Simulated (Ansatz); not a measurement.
Given:

YTaN$_{3}$:
```cif
data_N3TaY
_chemical_formula_sum 'Y1 Ta1 N3'
_space_group_name_H-M_alt 'P 1'
_space_group_IT_number 1
_cell_length_a 4.01437
_cell_length_b 4.01437
_cell_length_c 4.01437
_cell_angle_alpha 90.000
_cell_angle_beta 90.000
_cell_angle_gamma 90.000
loop_
_space_group_symop_operation_xyz
  'x, y, z'
loop_
_atom_site_label
_atom_site_type_symbol
_atom_site_fract_x
_atom_site_fract_y
_atom_site_fract_z
_atom_site_occupancy
Y1 Y 0.00000 0.00000 0.00000 1
Ta1 Ta 0.50000 0.50000 0.50000 1
N1 N 0.50000 0.50000 0.00000 1
N2 N 0.50000 0.00000 0.50000 1
N3 N 0.00000 0.50000 0.50000 1
```

This is the PBEsol-relaxed structure.

### Question
All from the program Ansatz at the PBEsol level (PAW), unless another level is named. Give the highest zone-centre frequency.

### Answer
90.8 meV.

### Question
What about the Young's modulus?

### Answer
248 GPa.

Space group Pm-3m (cubic perovskite). The start of the workflow was typed in or built on a structure type; neither database checked (COD, Materials Project) lists it. Whether it is the stable phase at ambient conditions was not checked. Symmetry was held in the PBEsol relaxation. At this level the phase is dynamically unstable (imaginary phonons). The run is not spin-polarised. Spin–orbit coupling is left out wherever it is not named.

Potentials: the earlier of the program's two PAW sets. The files were generated under PBE; for other functionals the program regenerates the frozen cores, and for LDA and PBEsol the local potential too.
